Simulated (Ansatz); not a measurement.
The slice is one period of a (0001) plane through atoms; its size isn't given.

Level of theory: r2SCAN (plane waves to 500 eV, PAW, scalar-relativistic; Ansatz, a first-principles code). These are valence fields of a PAW run, semicore shells included where kept as valence: close to a nucleus they are smooth pseudo fields.

```
|@@@#+:. .:+#@@|
|@@%*=.   .=*%@|
|##*=:.   .:=*#|
|++=:.     .:=+|
|::..       ..:|
|              |
|    ..:::..   |
|   .:=+++=:.  |
|  .:=*#%#*=:. |
|  .=*%@@@%*=. |
| .:+#@@@@@#+:.|
| .:+%@@@@@%+:.|
| .:+#@@@@@#+:.|
|  .=*%@@@%*=. |
|  .:=*###*=:. |
|   .:=+++=:.  |
|    ..:::..   |
|              |
|::..       ..:|
|++=:.     .:=+|
|%#*=:.   .:=*#|
|@@%*=.   .=*%@|
|@@@#+:. .:+#@@|
|@@@%+:. .:+%@@|
```
Scale: ten equal steps from -0.53 (start of ' ') to 1.00 (end of '@'), in the order ' .:-=+*#%@'. Values: log₁₀ of the valence density in e/Å³. The map has 14 points along u (one character each, u = 0 at the left) and 24 along v (v = 0 in the bottom row). The scale is logarithmic, as a density can span decades between atoms and voids.

```
|xxxxxx@@++....::....++@@xxxx|
|xxxx@@%%==  ..::..  ==%%@@xx|
|@@@@%%++..  ..::..  ..++%%@@|
|++++--..  ..::--::..  ..--++|
|..      ..::::::::::..      |
|    ....::..      ..::....  |
|........  ..........  ......|
|::..    ..--++**++--..    ..|
|..    ..==%%@@@@@@%%==..    |
|..    --##@@xxxxxx@@##--    |
|..  ..++@@xxxxxxxxxx@@++..  |
|::....**@@xxxxxxxxxx@@**....|
|::....++@@xxxxxxxxxx@@++....|
|::..  ==%%@@xxxxxx@@%%==  ..|
|::..  ..++%%@@@@@@%%++..  ..|
|--::..  ..--++++++--..  ..::|
|::::::..      ..      ..::::|
|    ..::....      ....::..  |
|......  ..............  ....|
|**++--..    ..::..    ..--++|
|@@@@%%==..    ..    ..==%%@@|
|xxxx@@##--    ..    --##@@xx|
|xxxxxx@@++..  ..  ..++@@xxxx|
|xxxxxx@@**....::....**@@xxxx|
```
Scale: ten equal steps from 0.21 (start of ' ') to 0.68 (end of '@'), in the order ' .:-=+*#%@'. Values: electron localisation function (ELF). The map has 14 points along u (two characters each, u = 0 at the left) and 24 along v (v = 0 in the bottom row). Points within 0.5 Å of a nucleus are blanked (x), as the pseudised field means little there.

Problem. Which relaxed crystal do these maps come from?
A) Cd (hcp, Mg type)
B) Re (hcp, Mg type)
C) Ru (hcp, Mg type)

Solution. C, Ru (hcp, Mg type). Atoms on the slice: Ru at (0.00, 0.00); Ru at (0.50, 0.50)

All were relaxed with their symmetry unable to fall. Re is run without spin polarisation. Ru is run without spin polarisation. Spin-orbit coupling is left out.
